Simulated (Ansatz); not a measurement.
Input:

Ti:
```
Ti
1.0
    0.00000     2.05513     2.05513
    2.05513     0.00000     2.05513
    2.05513     2.05513     0.00000
Ti
1
Direct
  0.00000   0.00000   0.00000
```

This is the r²SCAN-relaxed structure.

**Question.** All from the program Ansatz at the r²SCAN level (PAW), unless another level is named. Predict the bulk modulus (Birch–Murnaghan fit).

**Answer.** 111 GPa.

**Question.** Predict the elastic constants (relaxed ions, GPa).

**Answer.** C11 = 130, C12 = 102, C44 = 68.2.

Space group Fm-3m (fcc (Cu type)). The first step of the workflow began from a Materials Project structure, measured or hypothetical; the Crystallography Open Database files this formula in space group No. 225, but the cells were not matched. It is not the phase usual at ambient conditions (space group No. 194). Symmetry was held in the r²SCAN relaxation; whether a distortion lowers the energy is not shown. The run is not spin-polarised. As this level gives no gap, shear constants depend on the k-mesh and smearing (Fermi–Dirac, 0.1 eV here).

Potentials: the later of the program's two PAW sets.
